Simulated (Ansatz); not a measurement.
Relaxed-ion elastic tensor of Be (hcp (Mg type), P6_3/mmc) in GPa (Voigt order), PBE (plane waves, PAW; program Ansatz); density 1.89 g/cm³, 7.91 Å³ per atom.

```
 314  27.4  12.1   0.0   0.0   0.0
27.4   314  12.1   0.0   0.0   0.0
12.1  12.1   378   0.0   0.0   0.0
 0.0   0.0   0.0   166   0.0   0.0
 0.0   0.0   0.0   0.0   166   0.0
 0.0   0.0   0.0   0.0   0.0   143
```

Q: Is the crystal mechanically stable?

A: Yes: the smallest eigenvalue of C is 143 GPa.

Q: Work out the Voigt, Reuss and Hill averages.

A: K_V = 123, K_R = 123, K_H = 123; G_V = 159, G_R = 157, G_H = 158 GPa.

Q: Give Young's modulus, Poisson's ratio, Pugh's ratio and the universal anisotropy index.

A: E = 9KG/(3K + G) = 332 GPa; ν = 0.05; K/G = 0.78 (brittle by the Pugh limit of 1.75); A_U = 5G_V/G_R + K_V/K_R − 6 = 0.04.

Q: Estimate the sound speeds and the Debye temperature.

A: v_l = √((K + 4G/3)/ρ) = 13300 m/s, v_t = √(G/ρ) = 9140 m/s, mean 9950 m/s; Θ = (h/k)(3n/4πV)^(1/3) v_m = 1490 K.

Q: Solve the Christoffel equation for the three sound speeds along x, y, z.

A: Eigenvalues of C_ijkl n_j n_l equal ρv². In km/s, slowest first: x 8.70, 9.36, 12.89; y 8.70, 9.36, 12.89; z 9.36, 9.36, 14.14.

Q: How much does each axis shrink under pressure?

A: Linear compressibilities β_i = Σ_j S_ij (j = 1 to 3): x 2.8, y 2.8, z 2.5 per TPa.

The PBE relaxation kept the symmetry of its start. As this level gives no gap, shear constants depend on the k-mesh and smearing (Fermi–Dirac, 0.1 eV here).

Potentials: the later of the program's two PAW sets.
